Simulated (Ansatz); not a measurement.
RbAu5:
```xyz
6
Lattice="5.8452 0.0000 0.0000 -2.9226 5.0621 0.0000 0.0000 0.0000 4.4606" Properties=species:S:1:pos:R:3 pbc="T T T"
Rb     0.0000     0.0000     0.0000
Au     0.0000     3.3747     0.0000
Au     2.9226     1.6874     0.0000
Au     2.9226     0.0000     2.2303
Au     1.4613     2.5310     2.2303
Au    -1.4613     2.5310     2.2303
```

Relaxed with r²SCAN.

Q: Map the valence electron density (e/Å³), cut off at 2 on the plane through (0.000, 0.000, 0.000) spanned by u = [1, 1, 0] and v = [1, -1, 0] in lattice vectors, from the program Ansatz at the r²SCAN level (PAW).

A: x is the fraction of u, y of v (the angle between them is 90°; rows are the nearest grid lines); atoms in the plane: Rb at (0.00, 0.00), Rb at (0.50, 0.50), Au at (0.00, 0.33), Au at (0.50, 0.83), Au at (0.00, 0.67), Au at (0.50, 0.17).
```
|-*@@*:                  :*@@*-|
|@@@*-.       ....       .-*@@@|
|#*+-.      .:=++=:.      .-+*#|
|         .-@@@@@@@@-.         |
|         :*@@@@@@@@*:         |
|::..     .:+@@@@@@+:.     ..::|
|@%+-.     .:=*@@*=:.     .-+%@|
|@@@@#:.                .:#@@@@|
|@@@@@-.                .-@@@@@|
|@@@*-.      .::::.      .-*@@@|
|+=-:.     .:=+**+=:.     .:-=+|
|         .-#@@%%@@#-.         |
|         .-#@@%%@@#-.         |
|+=-:.     .:=+**+=:.     .:-=+|
|@@@*-.      .::::.      .-*@@@|
|@@@@@-.                .-@@@@@|
|@@@@#:.                .:#@@@@|
|@%+-.     .:=*@@*=:.     .-+%@|
|::..     .:+@@@@@@+:.     ..::|
|         :*@@@@@@@@*:         |
|         .-@@@@@@@@-.         |
|#*+-.      .:=++=:.      .-+*#|
|@@@*-.       ....       .-*@@@|
|-*@@*:                  :*@@*-|
```
Scale: ten equal steps from 0.061 (start of ' ') to 2.00 (end of '@'), in the order ' .:-=+*#%@'; x runs from 0.000 to 1.00, y from 0.000 (bottom) to 1.00 (top).

The density is the valence pseudo-density with augmentation charge, so density and ELF within about 1 Å of a nucleus are not all-electron values.

Space group P6/mmm. The workflow started from an entry of the Crystallography Open Database (COD). Whether it is the stable phase at ambient conditions was not checked. The cell was relaxed with r²SCAN under the symmetry of its start; its stability against distortions is not shown here. Spin–orbit coupling is left out wherever it is not named.

Potentials: the later of the program's two PAW sets.
